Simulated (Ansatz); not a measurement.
Does relaxation matter for the field gradients of WS2 with Se replacing S?

Start: a supercell of WS2 (space group P6_3/mmc) built from an entry of the Crystallography Open Database (COD) (the entry's cell lengths or inner coordinates differ somewhat from later room-temperature determinations), with all atoms left at the host's positions.

```
CELL_PARAMETERS angstrom
6.36000 0.00000 0.00000
-4.77000 8.26188 0.00000
0.00000 0.00000 12.50000
ATOMIC_POSITIONS crystal
W 0.16667 0.22222 0.25000
W 0.16667 0.55556 0.25000
W 0.16667 0.88889 0.25000
W 0.66667 0.22222 0.25000
W 0.66667 0.55556 0.25000
W 0.66667 0.88889 0.25000
W 0.33333 0.11111 0.75000
W 0.33333 0.44444 0.75000
W 0.33333 0.77778 0.75000
W 0.83333 0.11111 0.75000
W 0.83333 0.44444 0.75000
W 0.83333 0.77778 0.75000
Se 0.16667 0.22222 0.62500
S 0.16667 0.55556 0.62500
S 0.16667 0.88889 0.62500
S 0.66667 0.22222 0.62500
S 0.66667 0.55556 0.62500
S 0.66667 0.88889 0.62500
S 0.33333 0.11111 0.12500
S 0.33333 0.44444 0.12500
S 0.33333 0.77778 0.12500
S 0.83333 0.11111 0.12500
S 0.83333 0.44444 0.12500
S 0.83333 0.77778 0.12500
S 0.16667 0.22222 0.87500
S 0.16667 0.55556 0.87500
S 0.16667 0.88889 0.87500
S 0.66667 0.22222 0.87500
S 0.66667 0.55556 0.87500
S 0.66667 0.88889 0.87500
S 0.33333 0.11111 0.37500
S 0.33333 0.44444 0.37500
S 0.33333 0.77778 0.37500
S 0.83333 0.11111 0.37500
S 0.83333 0.44444 0.37500
S 0.83333 0.77778 0.37500
```

Sites (sets of like atoms) are named by element and the number of their first atom in this list.

Computed with Ansatz: DFT, PBE, plane waves and PAW, scalar-relativistic, 420 eV cutoff, Γ-centred 4×3×2 k-points, Fermi–Dirac smearing 0.01 eV.

The largest force at the start is 3.4 eV/Å. Relaxing the ions at fixed cell moves them by 0.157 Å at most (atom 13, Se) and 0.032 Å rms.

| site | atom | moved (Å) | first shell before | first shell after | V_zz before (10²¹ V/m²) | η before |
| --- | --- | --- | --- | --- | --- | --- |
| W7 | 7 | 0.021 | 5 S at 2.41 Å, 1 Se at 2.41 Å | 5 S at 2.41 Å, 1 Se at 2.54 Å | -19.22 | 0.06 |
| W8 | 8 | 0.021 | 1 Se at 2.41 Å, 5 S at 2.41 Å | 5 S at 2.41 Å, 1 Se at 2.54 Å | -19.18 | 0.06 |
| W9 | 9 | 0.028 | 6 S at 2.41 Å | 6 S at 2.41 Å | -17.91 | 0.01 |
| W10 | 10 | 0.021 | 5 S at 2.41 Å, 1 Se at 2.41 Å | 5 S at 2.41 Å, 1 Se at 2.54 Å | -19.23 | 0.06 |
| W12 | 12 | 0.024 | 6 S at 2.41 Å | 6 S at 2.41–2.42 Å | -17.84 | 0.00 |
| Se | 13 | 0.157 | 3 W at 2.41 Å | 3 W at 2.54 Å | -11.83 | 0.00 |
| S16 | 16 | 0.012 | 3 W at 2.41 Å | 3 W at 2.41–2.42 Å | -4.86 | 0.12 |
| S25 | 25 | 0.002 | 3 W at 2.41 Å | 3 W at 2.41 Å | -4.65 | 0.00 |
| S27 | 27 | 0.032 | 3 W at 2.41 Å | 3 W at 2.41 Å | -4.66 | 0.06 |
| S28 | 28 | 0.026 | 3 W at 2.41 Å | 3 W at 2.41–2.42 Å | -4.57 | 0.08 |

**Question.** What are V_zz and η after the relaxation?

**Answer.** 

```
site  atom  V_zz after  η after  change of V_zz
  W7     7      -17.13     0.09           +2.09
  W8     8      -17.02     0.09           +2.16
  W9     9      -17.62     0.04           +0.29
 W10    10      -17.10     0.09           +2.13
 W12    12      -17.44     0.07           +0.40
  Se    13       -5.70     0.00           +6.13
 S16    16       -4.71     0.08           +0.15
 S25    25       -4.61     0.01           +0.04
 S27    27       -4.43     0.05           +0.23
 S28    28       -4.40     0.10           +0.17
```

The largest change of V_zz is on Se, from -11.83 to -5.70. In per cent, |V_zz| changes by -11 to -2 on W, -52 on Se, -5 to -1 on S (all sites that start above 0.5). On S28 V_xx and V_yy change places (or their axes turn by over 50°), so the two values of η hide a larger change. The table leaves out 20 of the 30 sites, with |V_zz| up to 17.94; their tensors move by 0.62 at most along any direction. The statements above cover all sites. The host's own positions weren't relaxed first, so part of the change far from the defect can be the host's relaxation.

The defect repeats with the cell of 36 atoms, so it feels its images: sites between two images don't show the values beside a lone defect, and zeros or small values of η there can come from the images' arrangement. S and W carry a gradient in the pure host already, so the values there aren't the defect's effect alone. Without spin–orbit coupling the gradients at and beside W can be off by some per cent, at some sites by more.
Before: The neighbours have not yet relaxed around the defect (largest force 3.4 eV/Å), so the values at and beside it are those of a strained start, not of the defect in a real crystal.
